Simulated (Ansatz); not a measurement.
A structure of GeS relaxed with PBEsol (plane waves to 420 eV, PAW, scalar-relativistic; Ansatz, an electronic-structure program); single points at other levels follow on the same geometry (Ansatz, PAW; HSE06 at 420 eV on a 2×6×6 k-mesh; no spin-orbit coupling). Space group Pnma (No. 62).

```
GeS
1.0
   10.29239     0.00000     0.00000
    0.00000     3.66240     0.00000
    0.00000     0.00000     4.15317
Ge S
4 4
Direct
  0.38075   0.25000   0.37973
  0.88075   0.25000   0.12027
  0.61925   0.75000   0.62027
  0.11925   0.75000   0.87973
  0.14774   0.25000   0.49505
  0.64774   0.25000   0.00495
  0.85226   0.75000   0.50495
  0.35226   0.75000   0.99505
```

| level | gap (eV) | kind | conduction minimum |
|---|---|---|---|
| PBEsol | 0.84 | indirect | Γ |
| HSE06 | 1.40 | – | Γ |

HSE06 gaps come from a coarse mesh plus a few chosen points, so they may be too large. No spin polarisation in the result.

The run could not lose the symmetry of its start; a randomly shaken copy of 8 atoms returns to this structure.

The first start was generated by placing the elements on the sites of a structure type. A measured structure of GeS has the same space group, Pnma (No. 62); the sites were not compared with it.
